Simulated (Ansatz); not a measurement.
BiSe:
```cif
data_BiSe
_chemical_formula_sum 'Bi1 Se1'
_space_group_name_H-M_alt 'P 1'
_space_group_IT_number 1
_cell_length_a 4.25375
_cell_length_b 4.25375
_cell_length_c 4.25375
_cell_angle_alpha 60.000
_cell_angle_beta 60.000
_cell_angle_gamma 60.000
loop_
_space_group_symop_operation_xyz
  'x, y, z'
loop_
_atom_site_label
_atom_site_type_symbol
_atom_site_fract_x
_atom_site_fract_y
_atom_site_fract_z
_atom_site_occupancy
Bi1 Bi 0.00000 0.00000 0.00000 1
Se1 Se 0.50000 0.50000 0.50000 1
```

Relaxed with LDA.

Q: Which orbitals make up the states near the Fermi level in DFT-LDA in the program Ansatz with PAW potentials?

A: Within 0.5 eV of the Fermi level: Bi 6p 77 %, Se 4p 14 %, Se 4s 6 %. Projections are on Löwdin-orthogonalised atomic valence shells; empty p or d shells of many metals are not among them.

Q: Tabulate the density of states.

A: States/eV per cell of 2 atoms, in 0.25 eV bins, energy from the Fermi level.

```
E (eV)  total  Se 4p  Bi 6p  Bi 6s
------  -----  -----  -----  -----
-7.85    0.00   0.00   0.00   0.00
-7.60    0.00   0.00   0.00   0.00
-7.35    0.00   0.00   0.00   0.00
-7.10    0.00   0.00   0.00   0.00
-6.85    0.00   0.00   0.00   0.00
-6.60    0.04   0.02   0.02   0.00
-6.35    0.30   0.15   0.14   0.00
-6.10    0.47   0.25   0.22   0.00
-5.85    0.63   0.33   0.28   0.01
-5.60    0.77   0.42   0.33   0.01
-5.35    0.91   0.51   0.38   0.01
-5.10    1.10   0.62   0.44   0.02
-4.85    1.35   0.79   0.52   0.02
-4.60    1.72   1.04   0.63   0.02
-4.35    1.71   1.06   0.59   0.03
-4.10    1.70   1.08   0.56   0.03
-3.85    1.72   1.12   0.53   0.04
-3.60    1.72   1.16   0.48   0.04
-3.35    1.77   1.23   0.45   0.05
-3.10    1.72   1.25   0.37   0.06
-2.85    1.69   1.29   0.29   0.07
-2.60    1.41   1.08   0.21   0.09
-2.35    1.86   1.46   0.20   0.16
-2.10    1.33   1.05   0.11   0.14
-1.85    0.10   0.07   0.01   0.01
-1.60    0.00   0.00   0.00   0.00
-1.35    0.01   0.00   0.01   0.00
-1.10    0.11   0.01   0.08   0.00
-0.85    0.33   0.04   0.23   0.00
-0.60    0.79   0.09   0.59   0.01
-0.35    1.28   0.13   1.00   0.01
-0.10    1.53   0.18   1.21   0.01
0.15     1.34   0.21   1.02   0.01
0.40     1.19   0.24   0.87   0.01
0.65     1.14   0.26   0.79   0.01
0.90     1.11   0.28   0.75   0.01
1.15     1.10   0.30   0.72   0.01
1.40     1.11   0.32   0.71   0.01
1.65     1.14   0.35   0.72   0.01
1.90     1.20   0.37   0.74   0.01
2.15     1.32   0.42   0.79   0.01
2.40     1.87   0.52   0.98   0.01
2.65     1.90   0.57   1.01   0.01
2.90     1.93   0.59   0.89   0.01
3.15     1.16   0.41   0.57   0.00
3.40     1.00   0.35   0.48   0.00
3.65     1.11   0.35   0.48   0.00
3.90     1.03   0.28   0.38   0.00
4.15     0.85   0.18   0.24   0.00
4.40     0.86   0.14   0.19   0.00
4.65     0.75   0.05   0.08   0.00
```

Space group Fm-3m (rock salt). The first step of the workflow began from a Materials Project structure, measured or hypothetical; the Crystallography Open Database files this formula in space group No. 225, but the cells were not matched. Its standing as an ambient phase is unchecked. The LDA relaxation kept the symmetry of its start. At this level the phase is mechanically unstable. With an odd number of electrons in the cell and no spin polarisation, the count alone makes it a metal. Scalar-relativistic: spin–orbit coupling is off unless named, which matters more the heavier the elements.

Potentials: the later of the program's two PAW sets.
